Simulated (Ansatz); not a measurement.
Given:

HfBN:
```xyz
3
Lattice="2.7259 0.0000 0.0000 -1.3630 2.3607 0.0000 0.0000 0.0000 4.8973" Properties=species:S:1:pos:R:3 pbc="T T T"
Hf     0.0000     0.0000     0.0000
B      0.0000     1.5738     2.4487
N      1.3630     0.7869     2.4487
```

This is the PBEsol-relaxed structure.

Problem. All from plane-wave PAW PBEsol (Ansatz code), unless another level is named. Give the electronic character.

Solution. metallic (no gap).

Problem. Predict the formation energy from the elements (no fitted shifts).

Solution. 78 meV/atom.

Problem. Next, the density of states at the Fermi level?

Solution. 0.55 states/eV per atom (mean over ±0.08 eV).

Problem. What about the gap with spin–orbit coupling?

Solution. none (metallic).

Space group P-6m2. The start of the workflow was typed in or built on a structure type; neither database checked (COD, Materials Project) lists it. Whether it is the stable phase at ambient conditions was not checked. The cell was relaxed with PBEsol under the symmetry of its start. At this level the phase is dynamically unstable (imaginary phonons). The run is not spin-polarised. The volume moved by 28 % from the start of the relaxation. The references are the lowest solids computed at this level, not always the standard phases (solids in place of the gases). Scalar-relativistic: spin–orbit coupling is off unless named, which matters more the heavier the elements.

Potentials: the earlier of the program's two PAW sets. The files were generated under PBE; for other functionals the program regenerates the frozen cores, and for LDA and PBEsol the local potential too.
